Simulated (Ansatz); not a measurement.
A relaxation computed with Ansatz, from input to last step.

```yaml
crystal:
  lattice:
    - [5.0153438145, -2.8842791641, 0.0]
    - [5.0153438145, 2.8842791641, 0.0]
    - [0.0, 0.0, 5.1864144352]
  atoms:
    - { symbol: Al, position: [0.0084295482, 0.3348702352, 0.9917405618] }
    - { symbol: Al, position: [0.6651297648, 0.9915704518, 0.9917405618] }
    - { symbol: Al, position: [0.9915704518, 0.6651297648, 0.4917405618] }
    - { symbol: Al, position: [0.3348702352, 0.0084295482, 0.4917405618] }
    - { symbol: In, position: [0.3220811154, 0.6779188846, 0.9869983852] }
    - { symbol: In, position: [0.6779188846, 0.3220811154, 0.4869983852] }
    - { symbol: "N", position: [0.0366860034, 0.3336177065, 0.3557289333] }
    - { symbol: "N", position: [0.6663822935, 0.9633139966, 0.3557289333] }
    - { symbol: "N", position: [0.9633139966, 0.6663822935, 0.8557289333] }
    - { symbol: "N", position: [0.3336177065, 0.0366860034, 0.8557289333] }
    - { symbol: "N", position: [0.2983157878, 0.7016842122, 0.4060625945] }
    - { symbol: "N", position: [0.7016842122, 0.2983157878, 0.9060625945] }
basis:
  ecutwfc: 420
kpoints:
  mp_grid: { grid: [6, 6, 6] }
hamiltonian:
  xc: pbe
scf:
  occupations: { method: gaussian, width: 0.02 }
output:
  forces: true
  stress: true
  eigenvalues: true
relax:
  adjacent_minimum: "off"
  f_tol: 0.008
  max_steps: 40
  cell: { stress_tol: 0.015, fix: [a, b, gamma] }
```

```bash
ansatz run input.yaml --threads 2 --pin off --max-ram 5120MiB --backend cpu --events-out ev --progress --plain --runs-dir out
```

Theory: DFT PBE, scalar-relativistic, plane waves, PAW in Ansatz 0.2.0.

Of 6 frames 5 are shown, positions in Å and forces in eV/Å; the SCF threshold varies from step to step. Steps run on the plane waves of an earlier cell, with a Pulay correction in the pressure. The basis is chosen afresh for the last frame, the zero of the energies, and at times for earlier ones too; energy and pressure step there, also at an unchanged geometry.

```xyz
12
Lattice="5.0153 -2.8843 0.0000 5.0153 2.8843 0.0000 0.0000 0.0000 5.1864" Properties=species:S:1:pos:R:3:forces:R:3 pbc="T T T" step=1 free_energy_over_end_meV_per_atom=2.27 pressure_GPa=-4.26
Al    1.7218    0.9415    5.1436    0.0025   -0.0049   -0.2953
Al    8.3089    0.9415    5.1436   -0.0025   -0.0049   -0.2953
Al    8.3089   -0.9415    2.5504   -0.0025    0.0049   -0.2953
Al    1.7218   -0.9415    2.5504    0.0025    0.0049   -0.2953
In    5.0153    1.0263    5.1190    0.0000    0.0133   -0.3086
In    5.0153   -1.0263    2.5258    0.0000   -0.0133   -0.3086
N     1.8572    0.8564    1.8450    0.0201   -0.0076    0.3339
N     8.1735    0.8564    1.8450   -0.0201   -0.0076    0.3339
N     8.1735   -0.8564    4.4382   -0.0201    0.0076    0.3339
N     1.8572   -0.8564    4.4382    0.0201    0.0076    0.3339
N     5.0153    1.1634    2.1060    0.0000    0.0355    0.2314
N     5.0153   -1.1634    4.6992    0.0000   -0.0355    0.2314
12
Lattice="5.0153 -2.8843 0.0000 5.0153 2.8843 0.0000 0.0000 0.0000 5.1869" Properties=species:S:1:pos:R:3:forces:R:3 pbc="T T T" step=2 free_energy_over_end_meV_per_atom=0.93 pressure_GPa=-4.39
Al    1.7214    0.9403    5.1455    0.0031   -0.0050   -0.2409
Al    8.3093    0.9403    5.1455   -0.0031   -0.0050   -0.2409
Al    8.3093   -0.9403    2.5521   -0.0031    0.0050   -0.2409
Al    1.7214   -0.9403    2.5521    0.0031    0.0050   -0.2409
In    5.0153    1.0240    5.0997    0.0000    0.0045   -0.1084
In    5.0153   -1.0240    2.5063    0.0000   -0.0045   -0.1084
N     1.8579    0.8574    1.8533    0.0250   -0.0096    0.2195
N     8.1728    0.8574    1.8533   -0.0250   -0.0096    0.2195
N     8.1728   -0.8574    4.4468   -0.0250    0.0096    0.2195
N     1.8579   -0.8574    4.4468    0.0250    0.0096    0.2195
N     5.0153    1.1673    2.1066    0.0000    0.0121    0.1511
N     5.0153   -1.1673    4.7000    0.0000   -0.0121    0.1511
12
Lattice="5.0153 -2.8843 0.0000 5.0153 2.8843 0.0000 0.0000 0.0000 5.1887" Properties=species:S:1:pos:R:3:forces:R:3 pbc="T T T" step=3 free_energy_over_end_meV_per_atom=0.04 pressure_GPa=-4.58
Al    1.7213    0.9391    5.1386    0.0062    0.0022   -0.0303
Al    8.3094    0.9391    5.1386   -0.0062    0.0022   -0.0303
Al    8.3094   -0.9391    2.5443   -0.0062   -0.0022   -0.0303
Al    1.7213   -0.9391    2.5443    0.0062   -0.0022   -0.0303
In    5.0153    1.0245    5.0934    0.0000   -0.0034   -0.0004
In    5.0153   -1.0245    2.4990    0.0000    0.0034   -0.0004
N     1.8588    0.8583    1.8608    0.0009   -0.0103    0.0370
N     8.1719    0.8583    1.8608   -0.0009   -0.0103    0.0370
N     8.1719   -0.8583    4.4551   -0.0009    0.0103    0.0370
N     1.8588   -0.8583    4.4551    0.0009    0.0103    0.0370
N     5.0153    1.1673    2.1192    0.0000    0.0056   -0.0131
N     5.0153   -1.1673    4.7135    0.0000   -0.0056   -0.0131
12
Lattice="5.0153 -2.8843 0.0000 5.0153 2.8843 0.0000 0.0000 0.0000 5.1836" Properties=species:S:1:pos:R:3:forces:R:3 pbc="T T T" step=4 free_energy_over_end_meV_per_atom=-0.01 pressure_GPa=-4.45
Al    1.7215    0.9398    5.1326    0.0023   -0.0042   -0.0009
Al    8.3092    0.9398    5.1326   -0.0023   -0.0042   -0.0009
Al    8.3092   -0.9398    2.5408   -0.0023    0.0042   -0.0009
Al    1.7215   -0.9398    2.5408    0.0023    0.0042   -0.0009
In    5.0153    1.0233    5.0859    0.0000    0.0076    0.0032
In    5.0153   -1.0233    2.4941    0.0000   -0.0076    0.0032
N     1.8585    0.8574    1.8619    0.0012    0.0033   -0.0039
N     8.1722    0.8574    1.8619   -0.0012    0.0033   -0.0039
N     8.1722   -0.8574    4.4537   -0.0012   -0.0033   -0.0039
N     1.8585   -0.8574    4.4537    0.0012   -0.0033   -0.0039
N     5.0153    1.1681    2.1155    0.0000   -0.0041    0.0064
N     5.0153   -1.1681    4.7073    0.0000    0.0041    0.0064
12
Lattice="5.0153 -2.8843 0.0000 5.0153 2.8843 0.0000 0.0000 0.0000 5.1855" Properties=species:S:1:pos:R:3:forces:R:3 pbc="T T T" step=6 free_energy_over_end_meV_per_atom=0.00 pressure_GPa=-4.50
Al    1.7216    0.9395    5.1343   -0.0003    0.0005    0.0001
Al    8.3090    0.9395    5.1343    0.0003    0.0005    0.0001
Al    8.3090   -0.9395    2.5416    0.0003   -0.0005    0.0001
Al    1.7216   -0.9395    2.5416   -0.0003   -0.0005    0.0001
In    5.0153    1.0241    5.0889    0.0000   -0.0006    0.0002
In    5.0153   -1.0241    2.4961    0.0000    0.0006    0.0002
N     1.8585    0.8577    1.8619    0.0005   -0.0001   -0.0004
N     8.1722    0.8577    1.8619   -0.0005   -0.0001   -0.0004
N     8.1722   -0.8577    4.4546   -0.0005    0.0001   -0.0004
N     1.8585   -0.8577    4.4546    0.0005    0.0001   -0.0004
N     5.0153    1.1677    2.1169    0.0000    0.0001    0.0004
N     5.0153   -1.1677    4.7096    0.0000   -0.0001    0.0004
```

Time: 3.6 min on 2 threads of AMD EPYC (Zen 3), on a shared host, peak memory 0.61 GiB.